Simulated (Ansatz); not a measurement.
Sb:
Space group R-3m, hexagonal axes (No. 166); a = 4.342 Å, b = 4.342 Å, c = 11.608 Å, α = 90.00°, β = 90.00°, γ = 120.00°

```tsv
atom	site	symmetry	x	y	z
Sb	6c	3m	0.0000	0.0000	0.2313
```
(The calculation used a cell of 2 atoms; values per cell refer to that cell.)

Relaxed with r²SCAN.

**Question.** Which orbitals make up the states near the Fermi level in r²SCAN in the plane-wave PAW code Ansatz?

**Answer.** Within 0.5 eV of the Fermi level: Sb 5p 80 %, Sb 5s 16 %. Projections are on Löwdin-orthogonalised atomic valence shells; empty p or d shells of many metals are not among them.

**Question.** Tabulate the density of states.

**Answer.** States/eV per cell of 2 atoms, in 0.25 eV bins, energy from the Fermi level.

| E (eV) | total | Sb 5p | Sb 5s |
|---|---|---|---|
| -7.85 | 0.42 | 0.09 | 0.32 |
| -7.60 | 0.33 | 0.08 | 0.26 |
| -7.35 | 0.27 | 0.06 | 0.21 |
| -7.10 | 0.21 | 0.05 | 0.16 |
| -6.85 | 0.17 | 0.04 | 0.13 |
| -6.60 | 0.13 | 0.03 | 0.10 |
| -6.35 | 0.10 | 0.02 | 0.08 |
| -6.10 | 0.08 | 0.01 | 0.06 |
| -5.85 | 0.06 | 0.01 | 0.05 |
| -5.60 | 0.12 | 0.09 | 0.04 |
| -5.35 | 0.73 | 0.68 | 0.05 |
| -5.10 | 0.89 | 0.85 | 0.03 |
| -4.85 | 0.82 | 0.79 | 0.03 |
| -4.60 | 0.91 | 0.87 | 0.04 |
| -4.35 | 1.02 | 0.97 | 0.04 |
| -4.10 | 1.17 | 1.12 | 0.05 |
| -3.85 | 1.48 | 1.41 | 0.06 |
| -3.60 | 1.56 | 1.48 | 0.07 |
| -3.35 | 1.54 | 1.45 | 0.08 |
| -3.10 | 1.54 | 1.44 | 0.08 |
| -2.85 | 1.54 | 1.43 | 0.09 |
| -2.60 | 1.57 | 1.46 | 0.10 |
| -2.35 | 1.60 | 1.46 | 0.11 |
| -2.10 | 1.63 | 1.48 | 0.12 |
| -1.85 | 1.33 | 1.19 | 0.12 |
| -1.60 | 1.12 | 0.97 | 0.13 |
| -1.35 | 1.06 | 0.91 | 0.14 |
| -1.10 | 0.85 | 0.72 | 0.12 |
| -0.85 | 0.68 | 0.57 | 0.10 |
| -0.60 | 0.49 | 0.40 | 0.08 |
| -0.35 | 0.33 | 0.26 | 0.06 |
| -0.10 | 0.07 | 0.05 | 0.01 |
| 0.15 | 0.16 | 0.12 | 0.03 |
| 0.40 | 0.82 | 0.67 | 0.12 |
| 0.65 | 1.59 | 1.33 | 0.20 |
| 0.90 | 1.68 | 1.43 | 0.19 |
| 1.15 | 1.38 | 1.18 | 0.14 |
| 1.40 | 1.27 | 1.09 | 0.12 |
| 1.65 | 1.34 | 1.13 | 0.11 |
| 1.90 | 1.76 | 1.35 | 0.11 |
| 2.15 | 1.99 | 1.51 | 0.11 |
| 2.40 | 1.23 | 1.01 | 0.07 |
| 2.65 | 1.16 | 1.00 | 0.05 |
| 2.90 | 1.16 | 0.98 | 0.05 |
| 3.15 | 1.28 | 1.03 | 0.04 |
| 3.40 | 1.43 | 1.06 | 0.04 |
| 3.65 | 1.19 | 0.89 | 0.03 |
| 3.90 | 0.92 | 0.71 | 0.03 |
| 4.15 | 0.79 | 0.61 | 0.02 |
| 4.40 | 1.04 | 0.57 | 0.02 |
| 4.65 | 1.51 | 0.60 | 0.02 |

Symmetry was held in the r²SCAN relaxation; of distortions, only those at the zone centre were tested. Spin–orbit coupling is left out wherever it is not named.

Potentials: the later of the program's two PAW sets.
